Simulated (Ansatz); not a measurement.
Be$_{2}$C (fluorite or antifluorite type, Fm-3m), PBE (plane waves, PAW; program Ansatz): ε∞ = 6.98, cell volume 20.27 Å³. Infrared-active transverse modes:

| ω_TO (cm⁻¹) | oscillator strength S_xx (e²/amu) |
|---|---|
| 634.3 | 1.317 |

Problem. Compute the static dielectric constant.

Solution. Each mode adds (4.921e7/V) S/ω²: 7.94. So ε0 = 14.9.

Problem. What LO frequency does the Lyddane–Sachs–Teller relation give?

Solution. ω_LO = ω_TO √(ε0/ε∞) = 928 cm⁻¹.

The cell was relaxed with PBE under the symmetry of its start; phonons on a q-mesh show no instability.

Potentials: the later of the program's two PAW sets.
